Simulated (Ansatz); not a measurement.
**Ionic part of the dielectric constant of CdF$_{2}$ at -3.3 GPa, mode by mode**

Computed with DFT LDA, scalar-relativistic, plane waves, PAW (Ansatz). Plane waves to 420 eV; Γ-centred k mesh 8×8×8; fixed occupations. No spin polarisation. Phonons by linear response, acoustic sum rule imposed.

The structure is cubic, space group Fm-3m (No. 225). The conventional cell has a = 5.346 Å, b = 5.346 Å, c = 5.346 Å, α = 90.00°, β = 90.00°, γ = 90.00°. Around Cd (site symmetry m-3m) lie 8 F at 2.31 Å. F (site symmetry -43m) has 4 Cd at 2.31 Å as nearest neighbours.

The cell is the ideal cubic fluorite prototype.

The primitive cell has V = 38.20 Å³ and ε∞,yy = 2.941. Each polar mode adds Δε = (4.92064×10⁷/V)·S/ν² along y, with S its oscillator strength in e²/amu, ν in cm⁻¹ and V in Å³.

**Question.** From these modes, find each Δε and ε0,yy.
```csv
ν (cm⁻¹),S_yy (e²/amu)
218.1,0.214
```

**Answer.**
```
ν (cm⁻¹)    Δε
   218.1  5.80
```

The sum is 5.797, so ε0,yy = 8.74; the run's tensor has 8.74.

**Question.** Where do the longitudinal modes lie for a wave vector along y?

**Answer.** At 376 cm⁻¹. The Lyddane–Sachs–Teller product Π(ν_LO/ν_TO)² = 2.97 matches ε0/ε∞ = 2.97.

Cost: 1 run of about 8.8 core-minutes, on Intel Xeon Processor @ 2.50GHz (Skylake/Cascade Lake) (shared hosts).